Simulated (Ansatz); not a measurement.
Starting cell, LiCl (rock salt):

```xyz
4
Lattice="0.0000 5.1504 5.1504 2.5752 2.5752 5.1504 2.5752 2.5752 0.0000" Properties=species:S:1:pos:R:3 pbc="T T T"
Cl     0.0000     0.0000     0.0000
Cl     2.5752     5.1504     7.7256
Li     2.5752     7.7256     7.7256
Li     2.5752     5.1504     5.1504
```

The atoms are displaced by Q × the pattern below (from a DFPT mode at X = (0.5, 0.5, 0.0), largest move 1; Q in Å), at fixed cell. (q is in reciprocal vectors of the primitive cell; the cell shown is doubled to hold the pattern.)

| atom | x | y | z |
|---|---|---|---|
| Cl1 | 0.000 | 0.000 | 0.011 |
| Cl2 | 0.000 | 0.000 | -0.011 |
| Li3 | 0.000 | 0.000 | 1.000 |
| Li4 | 0.000 | 0.000 | -1.000 |

Computed with PBE (plane waves to 420 eV, PAW, scalar-relativistic; Ansatz, a program for electronic structure). k mesh 11×11×11 (Γ-centred), Fermi-Dirac smearing 0.05 eV. E stands for the smeared free energy. LiCl was relaxed with its symmetry unable to fall. ΔE is measured from the undisplaced structure.

```tsv
Q (Å)	ΔE (meV/cell)
-0.2800	withheld
-0.2333	70.4
-0.1867	42.9
-0.1400	23.2
-0.0933	10.0
-0.0467	2.5
0.0000	0.0
0.0467	2.5
0.0933	10.0
0.1400	23.2
0.1867	42.9
0.2333	70.4
0.2800	withheld
```

Task: Fit an even polynomial form (powers 2, 4) to the given rows and predict ΔE at Q = 0.2800.

Result: Least squares on the 11 given rows: ΔE = (1121)·Q² + (3166)·Q⁴, in meV/cell with Q in Å; root-mean-square residual 0.02 meV/cell. At 0.2800 the fit gives 107.3 meV/cell; the calculation gives 107.4 meV/cell, so the extrapolation is off by -0.1 (-0.1 %). The quadratic term alone would give 87.9 meV/cell.

(A displaced cell: forces are minus the slopes of the energy, force constants its curvatures, and phonons follow from these.)
